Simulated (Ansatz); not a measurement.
Q: Each is relaxed and computed with LDA (plane waves, PAW; program Ansatz). Which is the only metal?
(A) BAs, Pnma (B on 4c, As on 4c)
(B) RbH, rock salt
(C) ScAs, rock salt
(D) BaO, rock salt

A: C, ScAs, rock salt. ScAs: metal; RbH: gap 2.43 eV (direct); BaO: gap 1.68 eV (direct); BAs: gap 0.38 eV (indirect). Typed or built starts, not in the databases checked: BAs, Pnma (B on 4c, As on 4c). Not the usual ambient phase: BAs, Pnma (B on 4c, As on 4c). Standing as an ambient phase not checked: ScAs, rock salt; RbH, rock salt. All cells were relaxed under the symmetry of their starts (and spin orders); stability against distortions was not tested throughout. Rows with no word on spin ran without spin polarisation. Scalar-relativistic: spin–orbit coupling is off unless named, which matters more the heavier the elements.

Potentials: the later of the program's two PAW sets.
